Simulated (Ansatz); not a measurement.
LaHg₂ in space group P6/mmm (No. 191; La on 1a, Hg on 2d) under volume change, the program Ansatz at the r²SCAN level (PAW), shape and atoms relaxed at each volume.

| V (Å³/atom) | E − E(relaxed) (meV/atom) | P (GPa) |
|---|---|---|
| 24.156 | 41.0 | 5.98 |
| 24.952 | 17.5 | 3.65 |
| 25.749 | 4.2 | 1.73 |
| 26.545 | 0.0 | 0.00 |
| 27.341 | 3.6 | -1.40 |
| 28.138 | 13.5 | -2.60 |
| 28.934 | 29.3 | -3.75 |

**Question.** What does a third-order Birch–Murnaghan fit give for V₀, B₀ and B′?

**Answer.** V₀ = 26.56 Å³/atom, B₀ = 51.7 GPa, B′ = 4.1.

The workflow started from an entry of the Crystallography Open Database (COD), which files this formula under 2 space groups. Whether it is the stable phase at ambient conditions was not checked. The r²SCAN relaxation kept the symmetry of its start; its stability against distortions is not shown here. Spin–orbit coupling is left out wherever it is not named.

Potentials: the later of the program's two PAW sets.
